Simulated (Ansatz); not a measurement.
TaAg:
```
TaAg
1.0
    4.70883     0.00000     0.00000
    0.00000     2.75083     0.00000
    0.00000     0.00000     5.22001
Ag Ta
2 2
Direct
  0.25000   0.00000   0.85265
  0.75000   0.00000   0.14735
  0.25000   0.50000   0.34861
  0.75000   0.50000   0.65139
```

Relaxed with PBEsol. Special points in fractions of this cell's reciprocal vectors: Γ (0.000, 0.000, 0.000); X (0.500, 0.000, 0.000); S (0.500, 0.500, 0.000); Y (0.000, 0.500, 0.000); Z (0.000, 0.000, 0.500); U (0.500, 0.000, 0.500); R (0.500, 0.500, 0.500); T (0.000, 0.500, 0.500).

### Question
List the band energies nearest the Fermi level at these points for plane-wave PAW PBEsol (Ansatz code).

### Answer
In eV from the Fermi level; about four levels below and three above (degenerate sets whole), none deeper than 8.9 eV; points with the same levels are listed once.

```csv
k,below,above
Γ,-1.83 -1.51 -1.23 -0.02,1.90 3.06 3.17
X,-1.87 -1.87 -1.02 -1.02,0.08 0.08 3.04 3.04
S,-0.99 -0.99 -0.22 -0.22,3.58 3.58 4.15 4.15
Y,-2.88 -2.17 -1.15 -1.12,0.06 0.19 0.95
Z,-2.09 -1.86 -1.49 -1.11,1.27 3.12 3.39
U,-1.58 -1.58 -0.15 -0.15,2.86 2.86 3.44 3.44
R,-0.26 -0.26 -0.18 -0.18,0.81 0.81 2.48 2.48
T,-1.21 -1.12 -1.02 -0.46,0.26 1.79 2.08
```

Space group Pmma. The start of the workflow was typed in or built on a structure type; neither database checked (COD, Materials Project) lists it. Its standing as an ambient phase is unchecked. The PBEsol relaxation kept the symmetry of its start; phonons show weakly imaginary modes. No spin polarisation was allowed. Its formation energy is positive at this level, so the cell may be metastable or incomplete. Spin–orbit coupling is left out wherever it is not named.

Potentials: the later of the program's two PAW sets.
